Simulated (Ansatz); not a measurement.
AlRu in space group Cmcm (No. 63; Al on 4c, Ru on 4c) at seven volumes, the program Ansatz at the PBE level (PAW), shape and atoms relaxed at each. One row is withheld.

| V (Å³/atom) | P (GPa) |
|---|---|
| 12.826 | 21.06 |
| 13.249 | 12.85 |
| 13.671 | 5.90 |
| 14.094 | 0.00 |
| 14.517 | -5.00 |
| 14.940 | -9.23 |
| 15.363 | ? |

Question: Fit the shown pressures and predict the withheld one.

Answer: Third-order Birch–Murnaghan: P = (3/2)B₀(x^(7/2) − x^(5/2))[1 + (3/4)(B′ − 4)(x − 1)] with x = (V₀/V)^(2/3). Least squares on the six rows gives V₀ = 14.094 Å³/atom, B₀ = 180.6 GPa, B′ = 4.49. At V = 15.363, x = 0.9441 and P = -12.84 GPa. The run itself gave -12.81 GPa.

The start of the workflow was typed in or built on a structure type; neither database checked (COD, Materials Project) lists it. COD files the formula under space group No. 221. Its standing as an ambient phase is unchecked. Symmetry was held in the PBE relaxation; whether a distortion lowers the energy is not shown. The run is not spin-polarised.

Potentials: the earlier of the program's two PAW sets.
